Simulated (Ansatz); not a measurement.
Total density of states per atom from r²SCAN in the plane-wave PAW code Ansatz, in 0.25 eV bins, energy from the Fermi level:

(E (eV), states/eV/atom): (-7.85, 0.04); (-7.60, 0.07); (-7.35, 0.25); (-7.10, 0.31); (-6.85, 0.24); (-6.60, 0.25); (-6.35, 0.44); (-6.10, 0.34); (-5.85, 0.27); (-5.60, 0.25); (-5.35, 0.32); (-5.10, 0.53); (-4.85, 0.71); (-4.60, 0.77); (-4.35, 1.15); (-4.10, 1.22); (-3.85, 0.77); (-3.60, 0.59); (-3.35, 1.02); (-3.10, 1.57); (-2.85, 1.72); (-2.60, 0.50); (-2.35, 1.14); (-2.10, 1.88); (-1.85, 1.69); (-1.60, 1.00); (-1.35, 1.57); (-1.10, 1.51); (-0.85, 2.02); (-0.60, 2.72); (-0.35, 1.30); (-0.10, 0.98); (0.15, 0.84); (0.40, 1.25); (0.65, 0.85); (0.90, 0.38); (1.15, 0.45); (1.40, 0.52); (1.65, 0.43); (1.90, 0.37); (2.15, 0.36); (2.40, 0.31); (2.65, 0.28); (2.90, 0.24); (3.15, 0.21); (3.40, 0.16); (3.65, 0.12); (3.90, 0.12); (4.15, 0.15); (4.40, 0.21); (4.65, 0.35)

Problem. Pick the material that matches.
A. Co3Si, P6_3/mmc (Co on 6h, Si on 2c)
B. TiSi, Pnma (Ti on 4c, Si on 4c)
C. CoB2W2, Immm (Co on 2a, W on 4j, B on 4h)
D. Co2Li5Nb5O18, P3 (Pearson symbol hP30)

Solution. A, Co3Si, P6_3/mmc (Co on 6h, Si on 2c). Within 0.5 eV of the Fermi level: Co 3d 93 %. Projections are on Löwdin-orthogonalised atomic valence shells; empty p or d shells of many metals are not among them.

The workflow started from a Materials Project entry (that database holds measured and hypothetical structures alike); the Crystallography Open Database copy checked does not list it. Whether it is the stable phase at ambient conditions was not checked. The cell was relaxed with r²SCAN under the symmetry of its start; its stability against distortions is not shown here. The run is not spin-polarised.

Potentials: the later of the program's two PAW sets.
